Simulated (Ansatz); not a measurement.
Level of theory: DFT PBE, scalar-relativistic, plane waves, PAW (Ansatz). All cells share a 420 eV cutoff and Γ-centred k meshes spaced at most about 0.3 Å⁻¹ (about 0.25 or finer for metals, 2π included). No spin polarisation in the final relaxations.

Temperature and zero-point effects are left out.

Two relaxed structures of Ti₅C:

1.

```
Ti C
1.0
     0.00000    3.63126    3.63126
     3.63126    0.00000    3.63126
     3.63126    3.63126    0.00000
Ti C
5 1
Direct
  0.13251 0.62250 0.62250
  0.62250 0.13251 0.62250
  0.62250 0.62250 0.13251
  0.62250 0.62250 0.62250
  0.25000 0.25000 0.25000
  0.00000 0.00000 0.00000
```

2.

```
Ti C
1.0
     5.42291    0.00000    0.00000
    -2.71146    4.69638    0.00000
     0.00000    0.00000    3.53428
Ti C
5 1
Direct
  0.00000 0.27670 0.00000
  0.72330 0.72330 0.00000
  0.27670 0.00000 0.00000
  0.66667 0.33333 0.50000
  0.33333 0.66667 0.50000
  0.00000 0.00000 0.50000
```

Question: Which would you expect to be lower, and how large is the difference?

Answer: Cell 2 is lower, by 0.81 eV/atom. Cell 1 has space group F-43m (No. 216), 16.0 Å³/atom and no gap on its mesh; cell 2 has space group P-62m (No. 189), 15.0 Å³/atom and no gap. Counting Ti atoms around C (those within 1.25 times the shortest such distance or 1.15 times the sum of covalent radii, 1.27 where that leaves under three; the shortest distance is added where it exceeds 1.18 times the sum of covalent radii), cell 1 has C 16 from 3.0 Å and cell 2 has C 6. The denser one is the lower, and pressure would at first widen the difference. Even the lower one lies +0.31 eV/atom against the reference forms of the elements (uncorrected), so neither is stable at this level. In cell 1, Ti on a site of symmetry 3m has 6 Ti at 2.52–2.62 Å, 3 Ti at 3.01 Å and 3 C at 3.02 Å; around Ti on a site of symmetry -43m lie 12 Ti at 3.01 Å and 4 C at 3.14 Å; C has 16 Ti at 3.02–3.14 Å. In cell 2, Ti on a site of symmetry m2m is surrounded by 2 C at 2.32 Å, 6 Ti at 2.60–2.65 Å and 6 Ti at 3.43–3.53 Å; around Ti on a site of symmetry -6 lie 6 Ti at 2.65 Å, 3 C at 3.13 Å and 3 Ti at 3.13 Å; C is surrounded by 6 Ti at 2.32 Å. Both come from invented guesses.

Cells relaxed within their symmetry can be saddle points.
